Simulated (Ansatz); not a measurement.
NaI (rock salt)

```
NaI
1.0
    0.00000     6.52904     6.52904
    3.26452     3.26452     6.52904
    3.26452     3.26452     0.00000
I Na
2 2
Direct
  0.00000   0.00000   0.00000
  0.50000   0.00000   0.00000
  0.00000   0.50000   0.50000
  0.50000   0.50000   0.50000
```

The atoms are displaced by Q × the pattern below (from a DFPT mode at X = (0.5, 0.5, 0.0), largest move 1; Q in Å), at fixed cell. (q is in reciprocal vectors of the primitive cell; the cell shown is doubled to hold the pattern.)

| atom | x | y | z |
|---|---|---|---|
| I1 | 0.000 | 0.000 | -1.000 |
| I2 | 0.000 | 0.000 | 1.000 |
| Na3 | 0.000 | 0.000 | -0.961 |
| Na4 | 0.000 | 0.000 | 0.961 |

All values below come from PBE (plane waves to 420 eV, PAW, scalar-relativistic; Ansatz, a first-principles code). k mesh 9×9×9 (Γ-centred), Fermi-Dirac smearing 0.05 eV. Energies are smeared free energies. NaI was relaxed with its symmetry unable to fall. Spin-orbit coupling is left out, though I is heavy. ΔE is measured from the undisplaced structure.

```csv
Q (Å),ΔE (meV/cell)
-0.1000,19.8
-0.0833,withheld
-0.0667,8.8
-0.0500,4.9
-0.0333,2.2
-0.0167,0.5
0.0000,0.0
0.0167,0.5
0.0333,2.2
0.0500,4.9
0.0667,8.8
0.0833,withheld
0.1000,19.8
```

Fit an even polynomial form (powers 2, 4) to the given rows and predict ΔE at Q = -0.0833.

Least squares on the 11 given rows: ΔE = (1968)·Q² + (1213)·Q⁴, in meV/cell with Q in Å; root-mean-square residual 0.03 meV/cell. At -0.0833 the fit gives 13.7 meV/cell; the calculation gives 13.7 meV/cell, the same to the digits shown. The quadratic term alone would give 13.7 meV/cell.

(A displaced cell: forces are minus the slopes of the energy, force constants its curvatures, and phonons follow from these.)
